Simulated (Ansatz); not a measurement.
The cell of LiSe4 is invented: 5-, 6-connected net of one element, guests in its cages (P1, No. 1) (guest Li). The dimensions are guesses.

Space group P1 (No. 1). a = 3.384 Å, b = 3.553 Å, c = 4.940 Å, α = 93.72°, β = 90.05°, γ = 90.83°
| atom | site | symmetry | x | y | z |
| --- | --- | --- | --- | --- | --- |
| Li | 1a | 1 | 0.5000 | 0.0000 | 0.7500 |
| Se | 1a | 1 | 0.5006 | 0.5000 | 0.4992 |
| Se | 1a | 1 | 0.4879 | 0.4888 | 0.0007 |
| Se | 1a | 1 | 0.0002 | 0.0000 | 0.4992 |
| Se | 1a | 1 | 0.0112 | 0.0118 | 0.0011 |

Theory: DFT PBE, scalar-relativistic, plane waves, PAW in Ansatz 0.2.0. Cutoff 420 eV, Gaussian smearing, Γ-centred meshes. Cell and atoms relax first on a coarse mesh and then on a finer one. In between, the cell is made exact in the group found at 0.06 Å. In metals the finer mesh still leaves noise of several meV/atom or more. The steps can't lower the symmetry of their start. No spin polarisation.

A guess keeps its type if space group and coordination stay and the shape of the cell changes little (axis ratios within about 15 %, angles within 6°); the volume may change.

Problem. Will the relaxed cell still be of the starting type?

Solution. It doesn't keep its type. The symmetry goes from P1 (No. 1) to P4/mmm (No. 123). The volume per atom grows by 118.8 %, from 11.9 to 25.9 Å³. The shortest distance goes from 2.07 Å (Li–Se) to 2.71 Å (Se–Se). Counting neighbours within 15 % of an atom's shortest distance, the start has Li 8, Se 2/3 and the end Li 8, Se 6. In detail, at the end Li is surrounded by 8 Se at 2.84 Å; around Se lie 4 Se at 2.71 Å and 2 Li at 2.84 Å.

```
Li Se
1.0
     3.83138    0.00000    0.00000
     0.00000    3.83138    0.00000
     0.00000    0.00000    8.83410
Li Se
1 4
Direct
  0.50000 0.50000 0.50000
  0.50000 0.00000 0.26309
  0.50000 0.00000 0.73691
  0.00000 0.50000 0.26309
  0.00000 0.50000 0.73691
```

Energies over the elements count from the elements' standard structures at the same level, with no fitted energy shifts.

Problem. At what energy does it end?

Solution. −0.25 eV/atom. A negative formation energy is needed for stability but isn't enough: competing phases decide.

The last run used a 10×10×4 mesh (in the run's order of axes) for its 5-atom cell and Gaussian smearing of 0.10 eV. No dispersion correction is applied, so the spacing and binding between layers, chains or molecules are poorly described. An odd number of electrons in the primitive cell allows no gap without spin; a larger cell or a magnetic state could open one. The reference form of Se is held partly by dispersion forces, which this level lacks. A structure relaxed within its symmetry needn't be a true minimum.

In counts of neighbours, a slash parts the counts of unlike sites.
